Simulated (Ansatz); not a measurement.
Input:

CaTiO3:
```yaml
crystal:
  lattice:
    - [5.43755, 0.00000, 0.00000]
    - [0.00000, 7.59242, 0.00000]
    - [0.00000, 0.00000, 5.33579]
  atoms:
    - { symbol: Ca, position: [0.54419, 0.75000, 0.50949] }
    - { symbol: Ca, position: [0.45581, 0.25000, 0.49051] }
    - { symbol: Ca, position: [0.95581, 0.25000, 0.00949] }
    - { symbol: Ca, position: [0.04419, 0.75000, 0.99051] }
    - { symbol: Ti, position: [0.50000, 0.50000, 0.00000] }
    - { symbol: Ti, position: [0.00000, 0.50000, 0.50000] }
    - { symbol: Ti, position: [0.00000, 0.00000, 0.50000] }
    - { symbol: Ti, position: [0.50000, 0.00000, 0.00000] }
    - { symbol: O, position: [0.47993, 0.75000, 0.07918] }
    - { symbol: O, position: [0.52007, 0.25000, 0.92082] }
    - { symbol: O, position: [0.02007, 0.25000, 0.57918] }
    - { symbol: O, position: [0.97993, 0.75000, 0.42082] }
    - { symbol: O, position: [0.79075, 0.95836, 0.79136] }
    - { symbol: O, position: [0.20925, 0.04164, 0.20864] }
    - { symbol: O, position: [0.70925, 0.04164, 0.29136] }
    - { symbol: O, position: [0.29075, 0.95836, 0.70864] }
    - { symbol: O, position: [0.29075, 0.54164, 0.70864] }
    - { symbol: O, position: [0.70925, 0.45836, 0.29136] }
    - { symbol: O, position: [0.20925, 0.45836, 0.20864] }
    - { symbol: O, position: [0.79075, 0.54164, 0.79136] }
```

This is the PBEsol-relaxed structure. x, y and z are the axes in which the lattice vectors are written.

Task: All from the program Ansatz at the PBEsol level (PAW), unless another level is named. Predict the HSE06 gap on the PBEsol cell.

Result: 3.94 eV.

Task: And the electron effective mass, band 1 of 2 at the edge?

Result: 0.68 along x, 0.85 along y, 0.74 along z (mₑ).

Task: And the band gap?

Result: 2.43 eV (direct).

Task: Predict the valence-band maximum.

Result: at Γ.

Space group Pnma. The workflow started from a Materials Project entry (that database holds measured and hypothetical structures alike); the Crystallography Open Database files this formula in space group No. 62, but the cells were not matched. Its standing as an ambient phase is unchecked. Symmetry was held in the PBEsol relaxation; its stability against distortions is not shown here. No spin polarisation was allowed.

Potentials: the earlier of the program's two PAW sets. The files were generated under PBE; for other functionals the program regenerates the frozen cores, and for LDA and PBEsol the local potential too.
